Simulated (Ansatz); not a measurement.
Co₃PdC:
```cif
data_CCo3Pd
_chemical_formula_sum 'Co3 Pd1 C1'
_space_group_name_H-M_alt 'P 1'
_space_group_IT_number 1
_cell_length_a 3.80408
_cell_length_b 3.80408
_cell_length_c 3.80408
_cell_angle_alpha 90.000
_cell_angle_beta 90.000
_cell_angle_gamma 90.000
loop_
_space_group_symop_operation_xyz
  'x, y, z'
loop_
_atom_site_label
_atom_site_type_symbol
_atom_site_fract_x
_atom_site_fract_y
_atom_site_fract_z
_atom_site_occupancy
Co1 Co 0.50000 0.50000 0.00000 1
Co2 Co 0.00000 0.50000 0.50000 1
Co3 Co 0.50000 0.00000 0.50000 1
Pd1 Pd 0.00000 0.00000 0.00000 1
C1 C 0.50000 0.50000 0.50000 1
```
The run is spin-polarised; directions of the spins, atom by atom: ↑ ↑ ↑ ↑ 0.

Relaxed with r²SCAN.

Q: Tabulate the valence density and the electron localisation function along the shortest Co–C contact (1.90 Å), DFT-r²SCAN in the program Ansatz with PAW potentials.

A: 

```csv
distance from Co (Å),density (e/Å³),ELF
0.19,38.59,0.74
0.29,26.13,0.65
0.38,15.64,0.54
0.48,8.59,0.44
0.57,4.53,0.35
0.67,2.45,0.28
0.76,1.44,0.25
0.86,1.00,0.25
0.95,0.84,0.33
1.05,0.85,0.49
1.14,0.95,0.67
1.24,1.12,0.74
1.33,1.33,0.73
1.43,1.53,0.64
1.52,1.65,0.46
1.62,1.66,0.22
1.71,1.57,0.07
```

The density is the valence pseudo-density with augmentation charge, so density and ELF within about 1 Å of a nucleus are not all-electron values.

Space group Pm-3m (anti-perovskite). The start of the workflow was typed in or built on a structure type; neither database checked (COD, Materials Project) lists it. Whether it is the stable phase at ambient conditions was not checked. The cell was relaxed with r²SCAN under the symmetry of its start; whether a distortion lowers the energy is not shown. Magnetic state: ferromagnetic, chosen from 4 collinear starts compared on coarse meshes (ties went to the first, and starts can fall back to one state), not a proven ground state. Its formation energy is positive at this level, so the cell may be metastable or incomplete. Other orbital occupations within this spin state were not tried.

Potentials: the earlier of the program's two PAW sets. The files were generated under PBE; for other functionals the program regenerates the frozen cores, and for LDA and PBEsol the local potential too.
